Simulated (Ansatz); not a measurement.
K2H4Pt: checking a database structure before trusting its electric field gradients

The cell is a Materials Project structure (computed, not necessarily an observed phase), taken as it stands.

Space group P4_2/mnm (No. 136); a = 5.5779, c = 8.1116 Å.

| site | Wyckoff | site symmetry | x | y | z |
| --- | --- | --- | --- | --- | --- |
| K | 4d | -4.. | 0.5000 | 0.0000 | 0.2500 |
| H5 | 4f | m.2m | 0.2092 | 0.2092 | 0.0000 |
| H7 | 4e | 2.mm | 0.0000 | 0.0000 | 0.2033 |
| Pt | 2a | m.mm | 0.0000 | 0.0000 | 0.0000 |

One atom of each set is listed.

Computed with Ansatz: DFT, PBE, plane waves and PAW, scalar-relativistic, 420 eV cutoff, Γ-centred 6×6×4 k-points, Fermi–Dirac smearing 0.05 eV.

(1) Do the atoms and the cell lie near the calculated equilibrium?

Answers

(1) Nearly. The largest force is 0.13 eV/Å, on atom 8 (H: 1 Pt at 1.65 Å; also 4 K at 2.81 Å), and the pressure is 1.1 GPa.
